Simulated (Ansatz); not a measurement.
**Structure optimisation: cobalt, dhcp**

These are results of DFT, PBEsol, plane waves (420 eV) with PAW, scalar-relativistic in Ansatz, not measurements. (PAW data from PBE, frozen cores regenerated.)

k-point mesh 14×14×4, Fermi-Dirac smearing 0.05 eV, starting moments 1.70 ×4 μB. Cell and atoms relax.

Starting structure:

```
CELL_PARAMETERS angstrom
2.50188 0.00000 0.00000
-1.25094 2.16670 0.00000
0.00000 0.00000 8.17115
ATOMIC_POSITIONS crystal
Co 0.00000 0.00000 0.00000
Co 0.00000 0.00000 0.50000
Co 0.33333 0.66667 0.25000
Co 0.66667 0.33333 0.75000
```

Q: The pressure at the start is -13.0 GPa. By how much does the volume change?

A: From 11.07 to 10.38 Å³ per atom, -6.3 %. The final cell has a = 2.455 Å, c = 7.955 Å (c/a = 3.241).

Q: How much energy does the relaxation gain?

A: 30.7 meV per atom.

Q: Which magnetic state does it end in?

A: ferromagnetic, net 1.57 μB per atom; moments 1.65 ×2, 1.62 ×2 μB.
